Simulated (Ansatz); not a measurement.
Zr₂Ir in space group I4/mcm (No. 140; Zr on 8h, Ir on 4a) under volume change, r²SCAN in the plane-wave PAW code Ansatz, shape and atoms relaxed at each volume.

```json
[
 {"V (Å³/atom)": "18.529", "E − E(relaxed) (meV/atom)": "80.0", "P (GPa)": "15.05"},
 {"V (Å³/atom)": "19.140", "E − E(relaxed) (meV/atom)": "33.8", "P (GPa)": "9.30"},
 {"V (Å³/atom)": "19.750", "E − E(relaxed) (meV/atom)": "8.0", "P (GPa)": "4.30"},
 {"V (Å³/atom)": "20.361", "E − E(relaxed) (meV/atom)": "0.0", "P (GPa)": "0.00"},
 {"V (Å³/atom)": "20.972", "E − E(relaxed) (meV/atom)": "7.5", "P (GPa)": "-3.90"},
 {"V (Å³/atom)": "21.583", "E − E(relaxed) (meV/atom)": "(withheld)", "P (GPa)": "(withheld)"},
 {"V (Å³/atom)": "22.194", "E − E(relaxed) (meV/atom)": "(withheld)", "P (GPa)": "(withheld)"}
]
```

Complete the blanks.


- 21.583, E − E(relaxed) (meV/atom): 29.2
- 21.583, P (GPa): -7.37
- 22.194, E − E(relaxed) (meV/atom): 63.2
- 22.194, P (GPa): -10.38

What does a third-order Birch–Murnaghan fit give for V₀, B₀ and B′?

V₀ = 20.35 Å³/atom, B₀ = 138 GPa, B′ = 3.2.

The workflow started from a Materials Project entry (that database holds measured and hypothetical structures alike); the Crystallography Open Database copy checked does not list it. Its standing as an ambient phase is unchecked. The cell was relaxed with r²SCAN under the symmetry of its start; whether a distortion lowers the energy is not shown. The run is not spin-polarised. Spin–orbit coupling is left out wherever it is not named.

Potentials: the later of the program's two PAW sets.
